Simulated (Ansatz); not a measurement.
Total density of states per atom from PBEsol (plane waves, PAW; program Ansatz), in 0.25 eV bins, energy from the Fermi level:

```csv
E (eV),states/eV/atom
-7.85,0.15
-7.60,0.18
-7.35,0.23
-7.10,0.33
-6.85,0.65
-6.60,0.89
-6.35,1.43
-6.10,1.38
-5.85,1.97
-5.60,1.85
-5.35,2.31
-5.10,2.09
-4.85,1.99
-4.60,2.23
-4.35,1.63
-4.10,1.24
-3.85,0.70
-3.60,0.59
-3.35,0.56
-3.10,0.61
-2.85,0.50
-2.60,1.10
-2.35,2.52
-2.10,2.98
-1.85,1.40
-1.60,0.62
-1.35,0.80
-1.10,0.57
-0.85,0.52
-0.60,0.52
-0.35,0.52
-0.10,0.54
0.15,0.64
0.40,0.75
0.65,0.74
0.90,0.59
1.15,1.60
1.40,2.64
1.65,0.62
1.90,0.82
2.15,0.55
2.40,0.45
2.65,0.38
2.90,0.34
3.15,0.31
3.40,0.28
3.65,0.27
3.90,0.19
4.15,0.21
4.40,0.26
4.65,0.29
```

Question: Which of these materials gives this?
(A) ScCo, CsCl type
(B) V3Au, Cu3Au type
(C) MnAu, CsCl type
(D) SnPbS2, R-3m (Sn on 3b, Pb on 3a, S on 6c)

Answer: C, MnAu, CsCl type. Within 0.5 eV of the Fermi level: Mn 3d 62 %, Au 5d 8 %, Au 6s 6 %, Mn 4s 5 %, outside the projected shells 18 %. Projections are on Löwdin-orthogonalised atomic valence shells; empty p or d shells of many metals are not among them.

Space group Pm-3m (CsCl type). The workflow started from a Materials Project entry (that database holds measured and hypothetical structures alike); the Crystallography Open Database copy checked does not list it. With Mn and Au taken as one species the cell has the higher symmetry Im-3m, so it may be an ordered model of a mixed-site phase. Whether it is the stable phase at ambient conditions was not checked. The cell was relaxed with PBEsol under the symmetry of its start, as lowered by the spin order; its stability against distortions is not shown here. Magnetic state: antiferromagnetic, chosen from 4 collinear starts compared on coarse meshes (ties went to the first, and starts can fall back to one state), not a proven ground state. Spin–orbit coupling is left out wherever it is not named.

Potentials: the later of the program's two PAW sets.
